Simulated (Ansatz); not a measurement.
**KCl: a jump of H**

Theory: DFT PBE, scalar-relativistic, plane waves, PAW in Ansatz. Run with 420 eV cutoff, 2×2×2 k-mesh, Gaussian smearing of 0.02 eV, collinear spin.

Host crystal, relaxed:

```xyz
2
Lattice="0.0000 3.1889 3.1889 3.1889 0.0000 3.1889 3.1889 3.1889 0.0000" Properties=species:S:1:pos:R:3 pbc="T T T"
K     0.0000    0.0000    0.0000
Cl    3.1889    3.1889    3.1889
```

In a supercell of 16 host sites, interstitial H hops to an equivalent place, moving 3.19 Å between the relaxed ends. Climbing-image nudged elastic band at fixed cell with images 0 (start) to 6 (end), the path measured over all atoms, converged to 0.05 eV/Å; the order of the saddle wasn't checked, and the small cell leaves errors of about a tenth of an eV. Zero-point motion and tunnelling, which matter for H, are left out.

Supercell rows in host cell vectors: 2 0 -2; 0 0 -2; 0 2 -2. H was set at (0.250, 0.250, 0.250) of the host cell.

At the relaxed start H has 4 K at 2.78 Å, 4 Cl at 2.80 Å.

Question: What barrier does the band give, and what surrounds the atom at the top?

Answer: 0.22 eV at image 3, where H has 2 Cl at 2.38 Å, 2 K at 2.44 Å.

Cost: 1 run of about 7.7 core-minutes, on Intel Xeon Platinum 8581C (Emerald Rapids) (shared hosts).